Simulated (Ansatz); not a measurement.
The calculation used DFT PBE, scalar-relativistic, plane waves, PAW (Ansatz 0.2.0). Settings: cutoff 420 eV, Γ-centred meshes spaced at most about 0.3 Å⁻¹, and about 0.25 Å⁻¹ or finer for metals (2π included), Gaussian smearing. No spin polarisation in the final relaxations.

Temperature and zero-point effects are left out.

Compare these two cells of Be3AgS4, each relaxed at this level.

A.

Space group Im-3m (No. 229). a = 6.126 Å, b = 6.126 Å, c = 6.126 Å, α = 90.00°, β = 90.00°, γ = 90.00°
```json
{"atom": "Be", "site": "6b", "symmetry": "4/mm.m", "x": "0.5000", "y": "0.0000", "z": "0.0000"}
{"atom": "Ag", "site": "2a", "symmetry": "m-3m", "x": "0.0000", "y": "0.0000", "z": "0.0000"}
{"atom": "S", "site": "8c", "symmetry": ".-3m", "x": "0.2500", "y": "0.2500", "z": "0.2500"}
```

B.

Space group Pm-3m (No. 221). a = 4.855 Å, b = 4.855 Å, c = 4.855 Å, α = 90.00°, β = 90.00°, γ = 90.00°
```tsv
atom	site	symmetry	x	y	z
Be	3c	4/mm.m	0.0000	0.5000	0.5000
Ag	1b	m-3m	0.5000	0.5000	0.5000
S	3d	4/mm.m	0.5000	0.0000	0.0000
S	1a	m-3m	0.0000	0.0000	0.0000
```

Problem. Which would you expect to be lower, and how large is the difference?

Solution. B is lower, by 262 meV/atom. A has Be and Ag ordered on caesium chloride sites, space group Im-3m (No. 229), 14.4 Å³/atom and no gap on its mesh; B has space group Pm-3m (No. 221), 14.3 Å³/atom and no gap. Counting S atoms around Ag and Be (those within 1.25 times the shortest such distance or 1.15 times the sum of covalent radii, 1.27 where that leaves under three; a plus sign parts nearer from farther groups; the shortest distance is added where it exceeds 1.18 times the sum of covalent radii), A has Be 8 from 2.7 Å, Ag 8 and B has Be 4 from 2.4 Å, Ag 12+8 from 3.4 Å. Even the lower one lies +0.26 eV/atom against the reference forms of the elements (uncorrected), so neither is stable at this level. In A, around Be lie 8 S at 2.65 Å, 2 Ag at 3.06 Å and 4 Be at 3.06 Å; Ag has 8 S at 2.65 Å and 6 Be at 3.06 Å; S is surrounded by 2 Ag at 2.65 Å, 6 Be at 2.65 Å and 6 S at 3.06 Å. In B, Be has 2 Ag at 2.43 Å and 4 S at 2.43 Å; around Ag lie 6 Be at 2.43 Å; S on a site of symmetry 4/mmm has 2 S at 2.43 Å and 4 Be at 2.43 Å; 1 more site not described. Both come from invented guesses.

In Im-3m, Pm-3m an odd number of electrons in the primitive cell allows no gap without spin; a larger cell or a magnetic state could open one. Cells relaxed within their symmetry can be saddle points.
